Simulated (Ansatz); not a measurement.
SrO (rock salt)

```
CELL_PARAMETERS angstrom
      0.00000     2.57997     2.57997
      2.57997     0.00000     2.57997
      2.57997     2.57997     0.00000
ATOMIC_POSITIONS crystal
  O  0.00000 0.00000 0.00000
  Sr 0.50000 0.50000 0.50000
```

Level of theory: r2SCAN (plane waves to 500 eV, PAW, scalar-relativistic; Ansatz, an electronic-structure program). DFPT wavenumbers on a 10×10×10 k mesh, in cm⁻¹; i marks imaginary ones, q is in fractions of the reciprocal vectors of the cell shown, and the three acoustic modes at Γ are left out. The non-analytic (LO-TO) term is not included, so polar modes at Γ have their transverse values. SrO was relaxed with its symmetry unable to fall.

### Question
Is the structure dynamically stable at Γ, L = (0.5, 0.0, 0.0), X = (0.5, 0.5, 0.0)?

### Answer
No imaginary mode at these points (lowest 107 cm⁻¹ at L = (0.5, 0.0, 0.0)); other wave vectors were not tested.

### Question
Predict the phonon wavenumbers at Γ, L = (0.5, 0.0, 0.0), X = (0.5, 0.5, 0.0).

### Answer
| q | wavenumbers (cm⁻¹) |
|---|---|
| Γ | 214 (×3) |
| L = (0.5, 0.0, 0.0) | 107 (×2), 230, 276 (×2), 433 |
| X = (0.5, 0.5, 0.0) | 125 (×2), 190, 242 (×2), 318 |
